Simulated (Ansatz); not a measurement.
**SnSe: one atom moved along a line**

Computed with DFT LDA, scalar-relativistic, plane waves, PAW in Ansatz 0.2.0. The runs took a 420 eV cutoff, a Γ-centred 6×6×4 mesh and Gaussian smearing (0.05 eV). No spin polarisation. Energies are free energies at this smearing, counted from the undisturbed cell; pressure is positive in compression.

The starting cell (relaxed at this level; this form isn't the usual structure):

```
CELL_PARAMETERS angstrom
4.18990 0.00000 0.00000
0.00000 4.18990 0.00000
0.00000 0.00000 10.97962
ATOMIC_POSITIONS crystal
Sn 0.50000 0.00000 0.37816
Sn 0.00000 0.50000 0.62184
Se 0.50000 0.00000 0.62178
Se 0.00000 0.50000 0.37822
```

The cell holds layers and no dispersion correction was added, so their binding is poorly described.

Atom 3 (Se) is moved by x along the Cartesian unit vector (0.000, 0.000, -1.000); the cell and all other atoms stay fixed.

| x (Å) | ΔE (meV/cell) | force along x on the moved atoms (eV/Å) | pressure (GPa) |
| --- | --- | --- | --- |
| -0.2000 | 95.6 | 0.85 | -0.8 |
| -0.1500 | 56.7 | 0.70 | -0.6 |
| -0.1000 | 26.6 | 0.50 | -0.4 |
| -0.0500 | 7.0 | 0.27 | -0.2 |
| 0.0000 | 0.0 | 0.00 | 0.0 |
| 0.0500 | 8.0 | -0.33 | 0.3 |
| 0.1000 | 34.0 | -0.72 | 0.5 |
| 0.1500 | 81.2 | -1.18 | 0.8 |
| 0.1750 | 114.1 | -1.45 | 1.0 |
| 0.2000 | 154.0 | -1.74 | 1.2 |